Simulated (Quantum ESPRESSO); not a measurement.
Kohn-Sham bands of Ta2C (P-3m1)

```
CELL_PARAMETERS angstrom
      3.11489     0.00000     0.00000
     -1.55745     2.69757     0.00000
      0.00000     0.00000     4.93930
ATOMIC_POSITIONS crystal
  Ta 0.33333 0.66667 0.25390
  Ta 0.66667 0.33333 0.74610
  C  0.00000 0.00000 0.00000
```

Materials Project entry mp-7088; symmetrised, unrelaxed at this level. COD (Crystallography Open Database) has an entry of this formula and space group (matched by these alone). Method: LDA plane waves in Quantum ESPRESSO 7.5 (PseudoDojo norm-conserving files, 66 Ry, no spin polarisation, no spin-orbit coupling), Bloch states on a 6×6×4 mesh through Γ, Wannier90 4.0.1. Density: 12×12×6 mesh, cold smearing 0.01 Ry. Spin-orbit coupling is left out although heavy elements are present.

Energies are relative to the Fermi level; weights are on the orthonormalised atomic waves of the pseudopotential files, averaged over the group. 30 electrons a cell are treated as valence.

Into which isolated groups do the bands fall, where do they lie and what are they made of?


```json
[
 {"bands": "1–2", "from (eV)": "-67.88", "to (eV)": "-67.80", "filling": "filled", "weight on atomic waves": "Ta 5s 96 %"},
 {"bands": "3–8", "from (eV)": "-34.83", "to (eV)": "-33.96", "filling": "filled", "weight on atomic waves": "Ta 5p 98 %"},
 {"bands": "9", "from (eV)": "-12.83", "to (eV)": "-10.84", "filling": "filled", "weight on atomic waves": "C 2s 54 %, Ta 5d 24 %, Ta 6s 16 %"}
]
```

No gap over 0.05 eV opens at the Fermi level at this level of theory.
